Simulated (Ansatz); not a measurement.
Here is the system:

TaSi2:
```
CELL_PARAMETERS angstrom
      4.77987     0.00000     0.00000
     -2.38994     4.13949     0.00000
      0.00000     0.00000     6.55386
ATOMIC_POSITIONS crystal
  Ta 0.00000 0.50000 0.16667
  Ta 0.50000 0.00000 0.50000
  Ta 0.50000 0.50000 0.83333
  Si 0.84182 0.68363 0.50000
  Si 0.15818 0.84182 0.83333
  Si 0.31637 0.15818 0.16667
  Si 0.15818 0.31637 0.50000
  Si 0.84182 0.15818 0.83333
  Si 0.68363 0.84182 0.16667
```

This is the r²SCAN-relaxed structure.

### Question
All from r²SCAN (plane waves, PAW; program Ansatz), unless another level is named. Give the electronic character.

### Answer
metallic (no gap).

### Question
Next, the density of states at the Fermi level?

### Answer
0.32 states/eV per atom (mean over ±0.08 eV).

### Question
Give the formation energy from the elements (no fitted shifts).

### Answer
-0.46 eV/atom.

Space group P6_222. Symmetry was held in the r²SCAN relaxation. The run is not spin-polarised. The references are the lowest solids computed at this level, not always the standard phases. Spin–orbit coupling is left out wherever it is not named.

Potentials: the later of the program's two PAW sets.
